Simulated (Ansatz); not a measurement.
Relaxed-ion elastic tensor of CaSe (rock salt, Fm-3m) in GPa (Voigt order), the program Ansatz at the r²SCAN level (PAW); density 3.78 g/cm³, 26.13 Å³ per atom.

```json
[
 {"": "1", "1": "116", "2": "19.9", "3": "19.9", "4": "0.0", "5": "0.0", "6": "0.0"},
 {"": "2", "1": "19.9", "2": "116", "3": "19.9", "4": "0.0", "5": "0.0", "6": "0.0"},
 {"": "3", "1": "19.9", "2": "19.9", "3": "116", "4": "0.0", "5": "0.0", "6": "0.0"},
 {"": "4", "1": "0.0", "2": "0.0", "3": "0.0", "4": "29.8", "5": "0.0", "6": "0.0"},
 {"": "5", "1": "0.0", "2": "0.0", "3": "0.0", "4": "0.0", "5": "29.8", "6": "0.0"},
 {"": "6", "1": "0.0", "2": "0.0", "3": "0.0", "4": "0.0", "5": "0.0", "6": "29.8"}
]
```

Task: Is the crystal mechanically stable?

Result: Yes: the smallest eigenvalue of C is 29.8 GPa.

Task: Work out the Voigt, Reuss and Hill averages.

Result: K_V = 52.0, K_R = 52.0, K_H = 52.0; G_V = 37.1, G_R = 35.1, G_H = 36.1 GPa.

Task: Give Young's modulus, Poisson's ratio, Pugh's ratio and the universal anisotropy index.

Result: E = 9KG/(3K + G) = 88.0 GPa; ν = 0.22; K/G = 1.44 (brittle by the Pugh limit of 1.75); A_U = 5G_V/G_R + K_V/K_R − 6 = 0.28.

Task: Estimate the sound speeds and the Debye temperature.

Result: v_l = √((K + 4G/3)/ρ) = 5140 m/s, v_t = √(G/ρ) = 3090 m/s, mean 3420 m/s; Θ = (h/k)(3n/4πV)^(1/3) v_m = 343 K.

Task: Give the Zener ratio and Young's modulus along [100], [110] and [111].

Result: A = 2C44/(C11 − C12) = 0.62; 1/E = S11 − 2(S11 − S12 − S44/2)Γ with Γ = 0, 1/4, 1/3 gives 110, 81.5, 75.0 GPa.

The r²SCAN relaxation kept the symmetry of its start; phonons on a q-mesh show no instability.

Potentials: the later of the program's two PAW sets.
